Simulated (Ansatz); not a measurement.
In₃Se: opening a crack plane

In₃Se, Pm-3m, a = 4.701 Å. The structure is a Materials Project entry; whether it is the stable form wasn't checked. Ansatz: PBE+D3(BJ), PAW, 420 eV, Γ-centred 10×10×4 mesh on 12 atoms, Gaussian smearing 0.15 eV; no spin polarisation. One cut on (100) per cell of 12 atoms is opened rigidly by x, between planes of In+Se and In that stand 2.35 Å apart; y is the energy per area (22.098 Å², 1 eV/Å² = 16.02 J/m²).

```tsv
x (Å)	y (J/m²)
0.00	0.000
0.25	0.045
0.50	0.150
1.00	?
2.00	0.751
3.00	0.898
6.00	1.006
```

Task: Fit the universal binding curve y = W[1 − (1 + x/l) e^(−x/l)] to the other rows, give the peak stress, and predict the missing value.

Result: Least squares gives W = 1.00 J/m² and l = 0.750 Å. The stress dy/dx peaks at x = l with W/(e l) = 4.9 GPa, for rigid faces. The last row already stands above W and still climbs, so W understates the work of separation. At x = 1.00: x/l = 1.333, y = 0.385 J/m². The run gave 0.401 J/m², so the fit is 0.016 J/m² too low, a small miss on the scale of the series.

Spin polarisation was left out, and a magnetic state may lie lower.

Cost: 8 runs of about 18 core-minutes in all, on Intel Xeon Platinum 8488C (Sapphire Rapids) (shared hosts).